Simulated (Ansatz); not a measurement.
Pt: energy along a strain

Pt, Im-3m, a = 3.168 Å (as given, not relaxed at this level: -10.9 GPa). This isn't the element's structure at ambient conditions. Ansatz: PBEsol, PAW, 420 eV, Γ-centred 22×22×22 mesh on 1 atom, Gaussian smearing 0.15 eV; no spin polarisation. Cell vectors (Å): -1.584 1.584 1.584; 1.584 -1.584 1.584; 1.584 1.584 -1.584. The cell is strained by x per cent times the pattern (1 0 0 0 0 0) in the order xx yy zz yz xz xy (engineering shears), with fractional coordinates held. y is the free energy over the start, V0 = 15.904 Å³/atom.

```tsv
x (%)	y (meV/atom)
-2.00	-18.64
-1.50	-14.57
-1.00	-10.09
-0.50	-5.24
0.00	0.00
0.50	5.61
1.00	11.58
1.50	17.91
1.75	21.20
2.00	?
```

Problem. Fit y = c1 x + c2 x² + c3 x³ to the other rows, get the stiffness along the pattern, and predict the missing energy.

Solution. Least squares on the rows shown. y = 10.849 x + 0.74253 x² − 0.010961 x³. The clamped-ion stiffness p·C·p = 2 × 7.425 eV × 160.2 / 15.904 Å³ = 150 GPa, which is C11 in these axes (second derivative at the start, which stands under stress). At x = 2.00 the fit asked for gives 24.58 meV/atom. The run gave 24.59 meV/atom, so the fit is 0.01 meV/atom too low, a small miss on the scale of the series.

Spin–orbit coupling is left out, which can shift energies with elements as heavy as these.